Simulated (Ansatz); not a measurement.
# Slab of bcc Ta (100), 5 layers

The slab is cut from the bcc crystal, the stable phase, as relaxed on PAW files (18.29 Å³/atom), with 16 Å of vacuum and a dipole correction:

```xyz
5
Lattice="3.3196 0.0000 0.0000 0.0000 3.3196 0.0000 0.0000 0.0000 22.6391" Properties=species:S:1:pos:R:3 pbc="T T T"
Ta    0.0000    0.0000    8.0000
Ta    1.6598    1.6598    9.6598
Ta    0.0000    0.0000   11.3195
Ta    1.6598    1.6598   12.9793
Ta    0.0000    0.0000   14.6391
```

Computed with Ansatz 0.2.0; functional PBE, scalar-relativistic. Settings: a Γ-centred 12×12×1 k mesh, Fermi–Dirac smearing of 0.08 eV, no spin polarisation. Methods: LAPW: all electrons, basis error target 1 meV/atom; PAW: frozen-core files, cutoff 420 eV.

The bulk energy comes from a cell in the slab's orientation on a 12×12×12 mesh. The surface energy is (E(slab) − N·E(bulk))/2A at zero smearing, the mean of both faces; thin slabs carry quantum-size effects.

Spin–orbit coupling is left out, which matters for the heavy atoms.

Task: As cut, the LAPW slab lies 3.786 eV above 5 atoms of bulk. What surface energy is that?

Result: Over two faces of 11.02 Å² it is 171.8 meV/Å², and times 16.02 J/m² per eV/Å² that gives γ = 2.752 J/m².

Task: What do relaxation and the other method give, and what work function comes out?

Result: 

```
method  γ as cut (J/m²)  γ relaxed (J/m²)  Φ as cut (eV)  Φ relaxed (eV)
  LAPW            2.752             2.485           3.96            3.76
   PAW            2.759             2.491           3.96            3.77
```

Task: How do the spacings between the planes relax?

Result: From the bottom face up: d12 -13.3 % of 1.660 Å, d23 +1.5 % of 1.660 Å, d34 +1.5 % of 1.660 Å, d45 -13.3 % of 1.660 Å.

Task: A field of 0.5 V/Å is applied along the normal, atoms held. What follows?

Result: LAPW finds an induced dipole of 0.3312 e·Å a cell (PAW 0.3312), that is 10.88 Å for 4πα over the area, against 6.25 Å between the outer atoms.

Task: A 4f core hole is made on one atom of each kind in every 1×1 cell (PAW hole dataset, neutral cell, valence without spin). What does it cost by layer?

Result: layer 1 23.36 eV, layer 2 22.72 eV, layer 3 23.00 eV. Shifts between layers mean more than the absolute values, and a whole layer of holes screens otherwise than one hole.

Task: In the relaxed 1×1 cell, replace the outer, then the middle Ta by W, which changes a whole layer. What shift does this Z+1 picture give?

Result: E(outer) − E(middle) = +0.44 eV by LAPW and +0.43 eV by PAW; a positive value puts the surface line at higher binding energy.
